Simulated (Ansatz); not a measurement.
With LDA in the plane-wave PAW code Ansatz, ZnInGaO$_{4}$ in the trigonal phase (R3m; Pearson symbol hR7) relaxes to a = 3.278 Å, c = 25.484 Å. In has 6 nearest neighbours from 2.17 Å (octahedral); Ga has 5 nearest neighbours from 1.89 Å (trigonal bipyramidal). Against the elements it lies at -1.77 eV/atom, with no fitted shifts.

It is gapped at this level: 1.32 eV (direct). The valence maximum lies at Γ and the conduction minimum at Γ. Electrons at the band edge weigh 0.20 mₑ (isotropic).

An equation-of-state fit gives a bulk modulus of 187 GPa. Perturbation theory gives ε∞ = 4.50 (xx = yy), 4.47 (zz). Letting the ions move raises it to ε0 = 9.76 (xx = yy), 13.5 (zz). Born charges are Zn +2.16, In +3.19, Ga +3.03, O -2.12 to -2.06 e. Without the LO–TO term the highest mode at Γ lies at 647 cm⁻¹.

The LDA relaxation kept the symmetry of its start. The references are the lowest solids computed at this level, not always the standard phases (solids in place of the gases). Scalar-relativistic: spin–orbit coupling is off unless named, which matters more the heavier the elements.

Potentials: the later of the program's two PAW sets.
